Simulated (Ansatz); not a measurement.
WS:
```
WS
1.0
    3.15385     0.00000     0.00000
   -1.57692     2.73131     0.00000
    0.00000     0.00000     3.34167
W S
1 1
Direct
  0.00000   0.00000   0.00000
  0.33333   0.66667   0.50000
```

Relaxed with r²SCAN. Special points in fractions of this cell's reciprocal vectors: Γ (0.000, 0.000, 0.000); M (0.500, 0.000, 0.000); K (0.333, 0.333, 0.000); A (0.000, 0.000, 0.500); L (0.500, 0.000, 0.500); H (0.333, 0.333, 0.500).

Task: List the band energies nearest the Fermi level at these points for plane-wave PAW r²SCAN with spin–orbit coupling (Ansatz code).

Result: In eV from the Fermi level; about four levels below and three above (degenerate sets whole), none deeper than 8.9 eV; points with the same levels are listed once.

| k | below | above |
|---|---|---|
| Γ | -5.06 -5.06 -0.16 -0.16 | 0.14 0.14 1.58 1.58 |
| M | -4.49 -4.49 -1.06 -1.06 | 1.71 1.71 2.31 2.31 |
| K | -1.49 -1.03 -0.67 -0.30 | 0.21 0.26 5.32 |
| A | -2.12 -2.12 -0.46 -0.46 | 0.86 0.86 1.02 1.02 |
| L | -6.69 -6.69 -3.02 -3.02 | 0.99 0.99 1.66 1.66 |
| H | -6.72 -6.68 -2.53 -2.51 | 1.04 1.18 1.64 |

Space group P-6m2. The start of the workflow was typed in or built on a structure type; neither database checked (COD, Materials Project) lists it. Its standing as an ambient phase is unchecked. The r²SCAN relaxation kept the symmetry of its start; whether a distortion lowers the energy is not shown. The workflow began spin-polarised and lost its moments. Its formation energy is positive at this level, so the cell may be metastable or incomplete.

Potentials: the earlier of the program's two PAW sets.
